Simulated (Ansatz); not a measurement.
Review of an SCF result for Ni

Ni is taken as a measured crystal structure (space group Fm-3m, primitive cell doubled), 2 atoms in the cell. Source: COD entry 4320489; the sample's temperature and pressure aren't taken into account, and it need not be the stable phase.

Theory: Ansatz development build ahead of 0.2.0, DFT, PBE, PAW, plane waves, scalar-relativistic.

```yaml
crystal:
  lattice:
    - [3.52706, 1.76353, 1.76353]
    - [1.76353, 3.52706, 1.76353]
    - [1.76353, 1.76353, 3.52706]
  atoms:
    - { symbol: Ni, position: [0.0, 0.0, 0.0], spin: 1.0 }
    - { symbol: Ni, position: [0.5, 0.5, 0.5], spin: -1.0 }
magnetization:
  spin_polarized: true
hamiltonian:
  xc: pbe
  pseudopotentials: { kind: paw }
basis:
  ecutwfc: 420
kpoints:
  mp_grid: { grid: [13, 13, 13] }
scf:
  occupations: { method: fermi_dirac, width: 0.1 }
  lower_state_search: "off"
output:
  forces: true
  stress: true
  write_density: true
  write_potential: true
  elf: true
  volumetric_format: npy
```

Launched as:
```sh
ansatz run input.yaml --threads 2 --pin off --max-ram 5120MiB --backend cpu --events-out ev --progress --plain --runs-dir out
```

Wall time and machine: 8.7 s on 2 threads of Intel(R) Xeon(R) Platinum 8488C (Sapphire Rapids), with other jobs on the host, peak memory 0.49 GiB.

The end of the output:

```
SCF converged after 23 iterations
Magnetization: 0.0000 μB (18.0000 up, 18.0000 down)
Absolute magnetization: 0.0001 μB (∫|ρ↑−ρ↓|, with the PAW one-centre terms)
Spin contamination: 0.0000 ħ² per cell (⟨S²⟩ above its minimum at these occupations)
Per-site moments (μB) at R_I (Å): [(-3.2304e-5, 1.0287), (3.2304e-5, 1.0287)]
Free energy (F): -11679.421978 eV
Harris-Foulkes:  -11679.421978 eV  (|F-HF|=2.73e-11)
Internal energy: -11679.242700 eV  (E = F + TS)
E sigma→0 (E₀):  -11679.332339 eV
Entropy (-TS):   -0.179278 eV (-89.639 meV/atom)
Fermi energy:    17.831888 eV
--- Forces (eV/Å), atoms counted from 1 ---
  atom   1  Ni    -0.00000000    -0.00000000    -0.00000000
  atom   2  Ni    -0.00000000     0.00000000     0.00000000
--- Stress (GPa, compression-positive) ---
       -1.982578      -0.020838      -0.020838
       -0.020838      -1.982578      -0.020838
       -0.020838      -0.020838      -1.982578
  P = ⅓ Tr σ = -1.9826 GPa (-19.826 kbar)
```

A small moment in a metal is sensitive to the mesh and the smearing.

Site moments are taken inside atomic spheres and don't add up to the total.

Question: Has the SCF ended in the lowest solution? If not, by how much is it too high?

Answer: No. A state 37.9 meV/atom (0.076 eV per cell) lower exists in this cell: ferromagnetic, site moments Ni1 0.67, Ni2 0.67 μB, total 1.26 μB per cell, no gap on the k-mesh. It was reached from: parallel moments, default search for lower states [Ni1 2.00, Ni2 2.00 μB]; opposed moments +-, default search for lower states [Ni1 2.00, Ni2 -2.00 μB]. The wrong state matters: the pressure is -1.1 GPa there against -2.0 GPa here. This multiple of the primitive cell fits some opposed orders; other multiples fit others. Orders that need a larger cell or non-collinear spins weren't tried.
